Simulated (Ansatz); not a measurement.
**A vibration from a frozen displacement in ZrC**

The calculation used DFT PBEsol, scalar-relativistic, plane waves, PAW in Ansatz 0.2.0. Cutoff 420 eV, Γ-centred 18×18×18 k-points, Gaussian smearing of 0.15 eV. No spin polarisation. Energies are free energies at this smearing, counted from the undisturbed cell; pressure is positive in compression.

Zero of the scan (as given, not relaxed at this level; it stands at -4.6 GPa):

```
CELL_PARAMETERS angstrom
0.00000 2.35021 2.35021
2.35021 0.00000 2.35021
2.35021 2.35021 0.00000
ATOMIC_POSITIONS crystal
Zr 0.50000 0.50000 0.50000
C 0.00000 0.00000 0.00000
```

Every C atom is moved by x along the Cartesian unit vector (0.000, 0.000, 1.000); the cell and all other atoms stay fixed. The cell's volume is 25.96 Å³; the moved atoms weigh 12.011 u together and the others 91.224 u.

| x (Å) | ΔE (meV/cell) | total force on the moved atoms along the move (eV/Å) | pressure (GPa) |
| --- | --- | --- | --- |
| -0.1000 | 34.49 | 0.6849 | -3.7822 |
| -0.0500 | 8.71 | 0.3470 | -4.3680 |
| 0.0000 | 0.00 | 0.0000 | -4.5584 |
| 0.0750 | 19.50 | -0.5155 | -4.1272 |

**Question.** What frequency belongs to this motion?

**Answer.** The force constant is k = −dF/dx = 6.913 eV/Å², from the parabola through x = -0.0500, 0 and 0.0750. In every cell the moved atoms swing against the rest, so the mass is μ = m₁m₂/(m₁ + m₂) = 10.614 u, and ν̃ = 521.5 cm⁻¹ × √(|k|/μ) = 421 cm⁻¹, at this cell's pressure of -4.6 GPa. To first order in x, and within 1 %, the force on every atom lies along the move and, within each of the two groups, in proportion to the atom's mass, so this is itself a mode at the zone centre of this cell.

**Question.** How far does the harmonic law reach?

**Answer.** At x = -0.100 Å, kx²/2 = 34.57 meV against the computed 34.49 meV (-0.2 %): the well is still close to harmonic there.

In a metal these slopes depend on the k mesh and the smearing.